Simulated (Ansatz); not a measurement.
C (diamond, Fd-3m), PBE (plane waves, PAW; program Ansatz). The conduction-band minimum lies on the Γ–X line, 73 % of the way from Γ, with 6 equivalent valleys. Second derivatives d²E/dk² of the lowest band at one valley (eV·Å²), along Cartesian directions:

```
direction  d²E/dk²
---------  -------
[100]        4.667
[010]        26.31
[001]        26.31
[110]        15.49
[101]        15.49
[011]        26.30
```

Task: Find the principal effective masses, the density-of-states mass and the conductivity mass.

Result: Off-diagonal terms follow from H_xy = H[110] − (H_xx + H_yy)/2, and m*/mₑ = 7.620 eV·Å² over each eigenvalue: 0.29, 0.29, 1.6. One valley's DOS mass (m₁m₂m₃)^(1/3) = 0.52, conductivity mass 3/(Σ 1/mᵢ) = 0.40 mₑ.

Task: What effective density of states Nc follows at 300 K for parabolic valleys?

Result: Nc = 2.509e19 × 6 × (0.52)^(3/2) ≈ 5.6e19 cm⁻³.

Symmetry was held in the PBE relaxation.

Potentials: the later of the program's two PAW sets.

Edges and masses are those of Kohn–Sham bands, whose gap is no quasiparticle gap.
